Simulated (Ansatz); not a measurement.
Ta5Ge3 in space group I4/mcm (No. 140; Ta on 16l, Ta on 4c, Ge on 8h, Ge on 4a) under volume change, DFT-r²SCAN in the program Ansatz with PAW potentials, shape and atoms relaxed at each volume.

| V (Å³/atom) | E − E(relaxed) (meV/atom) | P (GPa) |
|---|---|---|
| 15.018 | 105.2 | 24.66 |
| 15.513 | [?] | [?] |
| 16.008 | 10.4 | 6.95 |
| 16.503 | 0.0 | -0.01 |
| 16.998 | 9.4 | -5.94 |
| 17.493 | [?] | [?] |

Task: Some entries are withheld; supply them.

Result: 
- 15.513, E − E(relaxed) (meV/atom): 44.2
- 15.513, P (GPa): 15.10
- 17.493, E − E(relaxed) (meV/atom): 35.8
- 17.493, P (GPa): -10.99

Task: What does a third-order Birch–Murnaghan fit give for V₀, B₀ and B′?

Result: V₀ = 16.50 Å³/atom, B₀ = 214 GPa, B′ = 4.3.

The workflow started from a Materials Project entry (that database holds measured and hypothetical structures alike); the Crystallography Open Database copy checked does not list it. Whether it is the stable phase at ambient conditions was not checked. The cell was relaxed with r²SCAN under the symmetry of its start; its stability against distortions is not shown here. No spin polarisation was allowed. Spin–orbit coupling is left out wherever it is not named.

Potentials: the later of the program's two PAW sets.
